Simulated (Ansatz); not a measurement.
SnCl2:
```
CELL_PARAMETERS angstrom
      7.93849     0.00000     0.00000
      0.00000     4.30728     0.00000
      0.00000     0.00000     9.43959
ATOMIC_POSITIONS crystal
  Sn 0.77076 0.75000 0.56573
  Sn 0.22924 0.25000 0.43427
  Sn 0.72924 0.25000 0.06573
  Sn 0.27076 0.75000 0.93427
  Cl 0.52240 0.25000 0.84997
  Cl 0.47760 0.75000 0.15003
  Cl 0.97760 0.75000 0.34997
  Cl 0.02240 0.25000 0.65003
  Cl 0.14373 0.25000 0.07886
  Cl 0.85627 0.75000 0.92114
  Cl 0.35627 0.75000 0.57886
  Cl 0.64373 0.25000 0.42114
```

This is the r²SCAN+D4-relaxed structure. Cartesian axes are those of the cell as given.

Q: All from DFT-r²SCAN+D4 in the program Ansatz with PAW potentials, unless another level is named. Estimate the Hill bulk and shear moduli.

A: 17.4 and 8.2 GPa.

Q: And the elastic constants (relaxed ions, GPa)?

A: C11 = 28.6, C22 = 40.9, C33 = 23.5, C12 = 20.5, C13 = 5.3, C23 = 15.2, C44 = 8.7, C55 = 3.7, C66 = 17.5.

Q: Predict the highest zone-centre frequency (without LO–TO term).

A: 257 cm⁻¹.

Space group Pnma. The workflow started from a Materials Project entry (that database holds measured and hypothetical structures alike); the Crystallography Open Database files this formula in space group No. 62, but the cells were not matched. Whether it is the stable phase at ambient conditions was not checked. The cell was relaxed with r²SCAN+D4 under the symmetry of its start; whether a distortion lowers the energy is not shown. Spin–orbit coupling is left out wherever it is not named.

Potentials: the later of the program's two PAW sets.
